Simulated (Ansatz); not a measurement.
TlCl:
```yaml
crystal:
  lattice:
    - [2.04743, -5.79284, 0.00000]
    - [2.04743, 5.79284, 0.00000]
    - [0.00000, 0.00000, 4.56829]
  atoms:
    - { symbol: Tl, position: [0.39123, 0.60877, 0.75000] }
    - { symbol: Tl, position: [0.60877, 0.39123, 0.25000] }
    - { symbol: Cl, position: [0.85885, 0.14115, 0.25000] }
    - { symbol: Cl, position: [0.14115, 0.85885, 0.75000] }
```

Relaxed with LDA.

Q: Map the valence electron density (e/Å³), cut off at 1 on the plane through (0.391, 0.609, 0.750) spanned by u = [1, 1, 0] and v = [1, -1, 0] in lattice vectors, from DFT-LDA in the program Ansatz with PAW potentials.

A: x is the fraction of u, y of v (the angle between them is 90°; rows are the nearest grid lines); atoms in the plane: Tl at (0.00, 0.00), Tl at (0.50, 0.50), Cl at (0.00, 0.75), Cl at (0.50, 0.25).
```
y \ x   0.000  0.100  0.200  0.250  0.350  0.450  0.550  0.650  0.750  0.800  0.900   1.00
------  -----  -----  -----  -----  -----  -----  -----  -----  -----  -----  -----  -----
1.00     1.00   1.00   1.00  0.615  0.121  0.039  0.039  0.121  0.615   1.00   1.00   1.00
0.925    1.00  0.783  0.295  0.162  0.051  0.023  0.023  0.051  0.162  0.295  0.783   1.00
0.850   0.349  0.267  0.131  0.083  0.031  0.015  0.015  0.031  0.083  0.131  0.267  0.349
0.775    1.00   1.00  0.838  0.417  0.098  0.032  0.032  0.098  0.417  0.838   1.00   1.00
0.700    1.00   1.00  0.526  0.280  0.081  0.036  0.036  0.081  0.280  0.526   1.00   1.00
0.625   0.102  0.089  0.070  0.070  0.093  0.126  0.126  0.093  0.070  0.070  0.089  0.102
0.550   0.027  0.047  0.161  0.331   1.00   1.00   1.00   1.00  0.331  0.161  0.047  0.027
0.450   0.027  0.045  0.154  0.320   1.00   1.00   1.00   1.00  0.320  0.154  0.045  0.027
0.375   0.013  0.018  0.040  0.061  0.131  0.204  0.204  0.131  0.061  0.040  0.018  0.013
0.300   0.021  0.040  0.140  0.274  0.913   1.00   1.00  0.913  0.274  0.140  0.040  0.021
0.225   0.032  0.057  0.205  0.422   1.00   1.00   1.00   1.00  0.422  0.205  0.057  0.032
0.150   0.058  0.057  0.068  0.088  0.172  0.273  0.273  0.172  0.088  0.068  0.057  0.058
0.0750   1.00  0.813  0.315  0.176  0.059  0.030  0.030  0.059  0.176  0.315  0.813   1.00
0.000    1.00   1.00   1.00  0.615  0.121  0.039  0.039  0.121  0.615   1.00   1.00   1.00
```

The density is the valence pseudo-density with augmentation charge, so density and ELF within about 1 Å of a nucleus are not all-electron values.

Space group Cmcm. The first step of the workflow began from a Materials Project structure, measured or hypothetical; the Crystallography Open Database copy checked does not list it. COD files the formula under space group No. 221, so this cell is another polymorph or a model. Its standing as an ambient phase is unchecked. The LDA relaxation kept the symmetry of its start; whether a distortion lowers the energy is not shown. A crystal of weakly bound molecules computed without a dispersion correction: the cell and the soft elastic constants depend strongly on that. Scalar-relativistic: spin–orbit coupling is off unless named, which matters more the heavier the elements.

Potentials: the later of the program's two PAW sets.
